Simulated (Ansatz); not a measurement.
Relaxed (110) slab cut from Cs (space group Im-3m (No. 229)); the slab's formula is Cs, its outer planes Cs (top) and Cs (bottom):

```
CELL_PARAMETERS angstrom
5.33292 0.00000 0.00000
-1.77764 5.02792 0.00000
0.00000 0.00000 23.70862
ATOMIC_POSITIONS crystal
Cs 0.50000 0.50000 0.31634
Cs 0.00000 0.00000 0.50000
Cs 0.50000 0.50000 0.68366
```

Theory: Ansatz, DFT PBE, scalar-relativistic, plane waves, PAW. Plane waves to 420 eV, a k mesh through Γ of 7×7×1 on the computed 3-atom cell and Gaussian smearing (0.10 eV); no spin polarisation. The cell repeats along c with a dipole correction in the vacuum.

The potential is the smooth part; its values at the atoms depend on the PAW datasets.

Problem. How does the plane-averaged electrostatic potential energy of an electron run along c, counted from the Fermi level?

Solution.
```csv
z (Å),V (eV)
2.67,2.05
2.96,2.04
3.26,2.03
3.56,2.02
3.85,2.00
4.15,1.97
4.45,1.92
4.74,1.85
5.04,1.74
5.33,1.59
5.63,1.36
5.93,1.02
6.22,0.44
6.52,-0.73
6.82,-2.34
7.11,-3.36
7.41,-3.73
7.71,-3.58
8.00,-2.89
8.30,-1.51
8.59,0.16
8.89,1.09
9.19,1.56
9.48,1.78
9.78,1.81
10.08,1.64
10.37,1.26
10.67,0.52
10.97,-0.97
11.26,-2.53
11.56,-3.39
11.85,-3.66
12.15,-3.39
12.45,-2.53
12.74,-0.97
13.04,0.52
13.34,1.26
13.63,1.64
13.93,1.81
14.23,1.78
14.52,1.56
14.82,1.09
15.11,0.16
15.41,-1.51
15.71,-2.89
16.00,-3.58
16.30,-3.73
16.60,-3.36
16.89,-2.34
17.19,-0.73
17.49,0.44
17.78,1.02
18.08,1.36
18.37,1.59
18.67,1.74
18.97,1.85
19.26,1.92
19.56,1.97
19.86,2.00
20.15,2.02
20.45,2.03
20.75,2.04
21.04,2.05
```

The vacuum level lies 2.06 eV above the Fermi level.

Spin-orbit coupling is left out, which matters for the bands of heavy elements. Charge leaks into the vacuum, so work functions can be off.

Cost: 1 run of about 0.6 core-minutes, on Intel Xeon Platinum 8175M (Skylake/Cascade Lake) (shared hosts).